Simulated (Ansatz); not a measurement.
Space group P-3m1 (No. 164). a = 3.841 Å, b = 3.841 Å, c = 6.527 Å, α = 90.00°, β = 90.00°, γ = 120.00°
| atom | site | symmetry | x | y | z |
| --- | --- | --- | --- | --- | --- |
| Sn | 1a | -3m. | 0.0000 | 0.0000 | 0.0000 |
| Se | 2d | 3m. | 0.3333 | 0.6667 | 0.2412 |

Equation of state of this SnSe$_{2}$ structure (not necessarily the ground state), with shape and atoms relaxed at each volume where symmetry leaves them free. Theory: DFT r2SCAN, scalar-relativistic, plane waves, PAW (Ansatz 0.2.0).

Cutoff 500 eV; k points 12×12×4 on the computed 3-atom cell (Γ-centred); Gaussian smearing, width 0.02 eV; no spin polarisation.

```json
{"V (Å³/atom)": "26.122", "E − E(largest V) (meV/atom)": "2.90", "P (GPa)": "1.25", "gap on mesh (eV)": "1.01"}
{"V (Å³/atom)": "26.956", "E − E(largest V) (meV/atom)": "-1.50", "P (GPa)": "0.50", "gap on mesh (eV)": "1.05"}
{"V (Å³/atom)": "27.790", "E − E(largest V) (meV/atom)": "-2.71", "P (GPa)": "0.00", "gap on mesh (eV)": "1.04"}
{"V (Å³/atom)": "28.623", "E − E(largest V) (meV/atom)": "-1.91", "P (GPa)": "-0.27", "gap on mesh (eV)": "1.04"}
{"V (Å³/atom)": "29.457", "E − E(largest V) (meV/atom)": "0.00", "P (GPa)": "-0.43", "gap on mesh (eV)": "1.04"}
```

**Question.** Fit a third-order Birch–Murnaghan equation to E(V).

**Answer.** V0 = 27.80 Å³/atom, B0 = 13 GPa, B0' = 16.3. B0' is unusual or poorly fixed by this range.

The cell holds layers, and where no dispersion correction was added their binding is poorly described.

Cost: 5 runs of about 6.5 core-minutes in all, on Arm Neoverse V2 (shared hosts).